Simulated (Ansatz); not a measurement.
Starting cell, MoSi2 (MoSi2 type, space group I4/mmm):

```yaml
crystal:
  lattice:
    - [-1.60086, 1.60086, 3.90929]
    - [1.60086, -1.60086, 3.90929]
    - [1.60086, 1.60086, -3.90929]
  atoms:
    - { symbol: Mo, position: [0.00000, 0.00000, 0.00000] }
    - { symbol: Si, position: [0.33530, 0.33530, 0.00000] }
    - { symbol: Si, position: [0.66470, 0.66470, 0.00000] }
```

In this cell atom 1 (Mo, nearest neighbour Si at 2.605 Å; its periodic images, 3.2 Å or more away, move with it) is moved by u·(1.000, 0.000, 0.000) + v·(0.000, 0.000, 1.000); the rest is frozen.

Method: r2SCAN (plane waves to 500 eV, PAW, scalar-relativistic; Ansatz, a program for electronic structure). k mesh 12×12×12 (Γ-centred), Fermi-Dirac smearing 0.05 eV. With partly filled bands, energies and forces of such displacements shift with the k mesh and the smearing. Fu and Fv are the components of the force on the atom. MoSi2 is run without spin polarisation. MoSi2 was relaxed with its symmetry unable to fall. 

Task: Predict the Fv (eV/Å) at all points of the grid u = -0.390, -0.195, 0.000, 0.195, 0.390 by v = -0.390, -0.195, 0.000, 0.195, 0.390.

Result: Fv (eV/Å), with u across and v down:

```
v \ u   -0.390  -0.195  0.000  0.195  0.390
------  ------  ------  -----  -----  -----
-0.390    7.07    6.47   6.27   6.47   7.07
-0.195    3.27    2.89   2.77   2.89   3.27
0.000     0.00    0.00   0.00   0.00   0.00
0.195    -3.27   -2.89  -2.77  -2.89  -3.27
0.390    -7.07   -6.47  -6.27  -6.47  -7.07
```

(For displaced atoms, the force is minus the slope of the energy, and its curvature is a force constant, which sets phonon frequencies.)
